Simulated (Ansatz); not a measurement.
C:
```
C
1.0
    2.60049     0.00000     0.00000
   -1.30025     2.25209     0.00000
    0.00000     0.00000     2.79963
C
3
Direct
  0.50000   0.00000   0.00000
  0.00000   0.50000   0.66667
  0.50000   0.50000   0.33333
```

This is the r²SCAN-relaxed structure. Tensor components refer to the Cartesian frame of this cell.

Problem. All from plane-wave PAW r²SCAN (Ansatz code), unless another level is named. Estimate the Hill bulk and shear moduli.

Solution. 439 and 560 GPa.

Problem. Next, the elastic constants (relaxed ions, GPa)?

Solution. C11 = 1210, C12 = 83.1, C13 = 39.7, C33 = 1210, C44 = 541.

Problem. Predict the piezoelectric stress constants (proper, relaxed ions, C/m²).

Solution. e14 = 0.14, e25 = -0.14.

Space group P6_222. The start of the workflow was typed in or built on a structure type; neither database checked (COD, Materials Project) lists it. It is not the phase usual at ambient conditions (space group No. 194, 227). The cell was relaxed with r²SCAN under the symmetry of its start; whether a distortion lowers the energy is not shown.

Potentials: the earlier of the program's two PAW sets.
